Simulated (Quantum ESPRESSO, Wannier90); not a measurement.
**TiC (rock salt): Wannier90 run**

```
begin unit_cell_cart
ang
    0.0000000000    2.1657200000    2.1657200000
    2.1657200000    0.0000000000    2.1657200000
    2.1657200000    2.1657200000    0.0000000000
end unit_cell_cart
begin atoms_frac
Ti   0.0000000000  0.0000000000  0.0000000000
C    0.5000000000  0.5000000000  0.5000000000
end atoms_frac
```

Materials Project entry mp-631; symmetrised, unrelaxed at this level. COD (Crystallography Open Database) has an entry of this formula and space group (matched by these alone). Level: PBEsol, no spin polarisation, no spin-orbit coupling; pw.x of Quantum ESPRESSO at 68 Ry with PseudoDojo potentials, 12×12×12 k-points, Wannier90. Density: 12×12×12 mesh, cold smearing 0.01 Ry.

Band 5 is isolated and gives one Wannier function a cell (C2 2s 63 %, Ti1 3d 16 %, Ti1 4s 15 %; spread 1.46 Å²). Its on-site energy is ε = -9.940 eV relative to the Fermi level, and its hoppings t(R) = t(−R) to the nearer images are (images within this range that aren't listed have |t| under 5 meV):

| R (lattice vectors; −R alike) | distance (Å) | t (eV) |
|---|---|---|
| 0 0 1 | 3.06 | -0.176 |
| 0 1 -1 | 3.06 | -0.176 |
| 0 1 0 | 3.06 | -0.176 |
| 1 -1 0 | 3.06 | -0.176 |
| 1 0 -1 | 3.06 | -0.176 |
| 1 0 0 | 3.06 | -0.176 |
| 1 -1 -1 | 4.33 | -0.140 |
| 1 -1 1 | 4.33 | -0.140 |
| 1 1 -1 | 4.33 | -0.140 |
| 0 1 -2 | 5.30 | 0.012 |
| 0 1 1 | 5.30 | 0.012 |
| 0 2 -1 | 5.30 | 0.012 |
| 1 -2 0 | 5.30 | 0.012 |
| 1 -2 1 | 5.30 | 0.012 |
| 1 0 -2 | 5.30 | 0.012 |
| 1 0 1 | 5.30 | 0.012 |
| 1 1 -2 | 5.30 | 0.012 |
| 1 1 0 | 5.30 | 0.012 |
| 2 -1 -1 | 5.30 | 0.012 |
| 2 -1 0 | 5.30 | 0.012 |
| 2 0 -1 | 5.30 | 0.012 |

Work out the band energy at Γ, X, U, K from these numbers.

For one orbital E(k) = ε + Σ_R 2 t(R) cos(2π k·R), the sum over the listed R.
- Γ, k = (0.000, 0.000, 0.000): E = -9.940 + (-0.176)·(12.00) + (-0.140)·(6.00) + (0.012)·(24.00) = -12.60 eV; pw.x: -12.42 eV
- X, k = (0.500, 0.000, 0.500): E = -9.940 + (-0.176)·(-4.00) + (-0.140)·(6.00) + (0.012)·(-8.00) = -10.17 eV; pw.x: -10.11 eV
- U, k = (0.625, 0.250, 0.625): E = -9.940 + (-0.176)·(-3.66) + (-0.140)·(2.00) + (0.012)·(4.00) = -9.53 eV; pw.x: -9.58 eV
- K, k = (0.375, 0.375, 0.750): E = -9.940 + (-0.176)·(-3.66) + (-0.140)·(2.00) + (0.012)·(4.00) = -9.53 eV; pw.x: -9.58 eV

At these points the listed shells miss the plane-wave band by up to 0.18 eV, of a width of 3.53 eV on the path. With all its hoppings the model misses the band by 1.3 meV at worst on the whole path, so most of the miss comes from the hoppings not listed.
